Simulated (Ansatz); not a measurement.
SiC₁₂:
```xyz
13
Lattice="4.2668 0.0000 0.0000 -2.1334 3.6952 0.0000 0.0000 0.0000 8.8771" Properties=species:S:1:pos:R:3 pbc="T T T"
C      1.4229     0.0000     7.1798
C      2.8439     0.0000     7.1798
C     -0.7115     1.2323     7.1798
C     -1.4219     2.4629     7.1798
C      0.7115     1.2323     7.1798
C      1.4219     2.4629     7.1798
C      1.4229     0.0000     1.6973
C      2.8439     0.0000     1.6973
C     -0.7115     1.2323     1.6973
C     -1.4219     2.4629     1.6973
C      0.7115     1.2323     1.6973
C      1.4219     2.4629     1.6973
Si     0.0000     0.0000     4.4385
```

Relaxed with PBE+D3(BJ). Special points in fractions of this cell's reciprocal vectors: Γ (0.000, 0.000, 0.000); M (0.500, 0.000, 0.000); K (0.333, 0.333, 0.000); A (0.000, 0.000, 0.500); L (0.500, 0.000, 0.500); H (0.333, 0.333, 0.500).

### Question
List the band energies nearest the Fermi level at these points for the program Ansatz at the PBE+D3(BJ) level (PAW).

### Answer
In eV from the Fermi level; about four levels below and three above (degenerate sets whole), none deeper than 8.9 eV; points with the same levels are listed once.

```
k                          below           above
-  -----------------------------  --------------
Γ        -0.53 -0.53 -0.38 -0.38  0.52 1.88 1.88
M        -5.28 -3.57 -2.80 -0.98  0.43 0.46 1.09
K  -4.97 -4.97 -4.75 -0.36 -0.36  1.21 3.80 3.80
A        -0.86 -0.86 -0.42 -0.42  0.10 2.04 2.04
L        -3.46 -2.97 -0.81 -0.08  1.19 1.21 1.55
H  -5.13 -5.13 -4.07 -0.20 -0.20  0.92 3.89 3.89
```

Space group P6/mmm. The start of the workflow was typed in or built on a structure type; neither database checked (COD, Materials Project) lists it. Its standing as an ambient phase is unchecked. Symmetry was held in the PBE+D3(BJ) relaxation; whether a distortion lowers the energy is not shown. Its formation energy is positive at this level, so the cell may be metastable or incomplete.

Potentials: the earlier of the program's two PAW sets.
